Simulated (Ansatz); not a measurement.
## Kick test of a cell of BeZn3Se4

The cell was found from a proposed guess, not taken from experiment.

All numbers below come from DFT PBE, scalar-relativistic, plane waves, PAW (Ansatz). Cutoff 420 eV; k points 8×8×8 on the computed 8-atom cell (Γ-centred); Gaussian smearing, width 0.02 eV; no spin polarisation.

The cell below (8 atoms, space group I-42m (No. 121)) is relaxed within its symmetry.

```
CELL_PARAMETERS angstrom
-2.79761 2.79761 5.57744
2.79761 -2.79761 5.57744
2.79761 2.79761 -5.57744
ATOMIC_POSITIONS crystal
Be 0.00000 0.00000 0.00000
Zn 0.25000 0.75000 0.50000
Zn 0.75000 0.25000 0.50000
Zn 0.50000 0.50000 0.00000
Se 0.35084 0.88509 0.00000
Se 0.11491 0.11491 0.46575
Se 0.64916 0.64916 0.53425
Se 0.88509 0.35084 0.00000
```

For the test it was strained at random (σ = 1.5 % a component), the atoms were moved at random (σ = 0.15 Å), and all was relaxed again on a coarse 4×4×4 mesh (in the run’s order of axes) with 0.10 eV smearing, with no symmetry imposed.

Task: What happens?

Result: It returns, within 1 meV/atom of the unmoved cell on that mesh and with the same symmetry when read at 0.1 Å (P1 at 0.01 Å, so small strains and shifts remain). So it is stable against the distortions that fit this cell and that this random move excites. Modes that don't fit the cell aren't tested.
